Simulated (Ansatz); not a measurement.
GePd (CsCl type, space group No. 221) under volume change, PBE (plane waves, PAW; program Ansatz), scaled uniformly.

| V (Å³/atom) | E − E(relaxed) (meV/atom) | P (GPa) |
|---|---|---|
| 14.561 | 56.3 | 14.02 |
| 15.042 | 23.3 | 8.25 |
| 15.522 | 5.5 | 3.77 |
| 16.002 | 0.0 | 0.01 |
| 16.482 | 4.8 | -3.16 |
| 16.962 | 18.5 | -5.87 |
| 17.442 | 39.7 | -8.24 |

What does a third-order Birch–Murnaghan fit give for V₀, B₀ and B′?

V₀ = 16.00 Å³/atom, B₀ = 117 GPa, B′ = 5.0.

Space group Pm-3m (CsCl type). A made-up cell: these elements were put on the sites of a structure type; neither database checked (COD, Materials Project) lists it. COD files the formula under space group No. 62, so this cell is another polymorph or a model. Its standing as an ambient phase is unchecked. The cell was relaxed with PBE under the symmetry of its start; its stability against distortions is not shown here. No spin polarisation was allowed.

Potentials: the earlier of the program's two PAW sets.
